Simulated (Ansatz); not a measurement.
## Compressing Fe2C: a fit and a missing row

Fe2C, Pnnm, a = 4.216 Å, b = 4.813 Å, c = 2.798 Å. The structure is a COD entry; whether it is the stable form wasn't checked. Ansatz: r2SCAN, PAW, 500 eV, Γ-centred 8×8×12 mesh on 6 atoms, Gaussian smearing 0.10 eV; collinear spin, largest moment 1.9 μB. Shape and atoms are relaxed at each volume; pressure is positive in compression.

```tsv
V (Å³/atom)	P (GPa)
8.327	39.29
8.611	?
8.895	16.50
9.179	7.66
9.463	-0.01
9.746	-6.48
10.030	-11.90
10.409	-17.61
```

Question: Take V0 = 9.463 Å³/atom, count pressures from its P0 = -0.01 GPa, fit the third-order Birch–Murnaghan form to the other rows, and predict the missing pressure.

Answer: With the Eulerian strain f = ½[(V0/V)^(2/3) − 1] and y = (P − P0)/[3f(1 + 2f)^(5/2)], the form is the line y = B0 + 1.5 B0 (B0′ − 4) f. Rows (f, y): 0.04450, 237.9; 0.02107, 235.6; 0.01026, 236.8; -0.00973, 232.8; -0.01903, 229.5; -0.03077, 223.5. Means f = 0.002717, y = 232.68; Σ(Δf)² = 0.003889, ΣΔfΔy = 0.6778; the slope is their ratio. y = 232.2 + 174.3 f GPa, so B0 = 232.2 GPa and B0′ = 4 + 2 × (174.3)/(3 × 232.2) = 4.50. At V = 8.611, f = 0.03246, y = 237.86 and P = 27.10 GPa. The run gave 26.89 GPa, so the fit is 0.21 GPa too high, within twice the rms miss on the fitted rows (0.18 GPa). Note that the largest moment runs from 1.71 to 2.06 μB along the series.

The largest moment runs from 1.71 to 2.06 μB along the series, so B0 and B0′ hold the change of the moment too.

The state reached may not be the lowest one. Only parallel moments were tried here.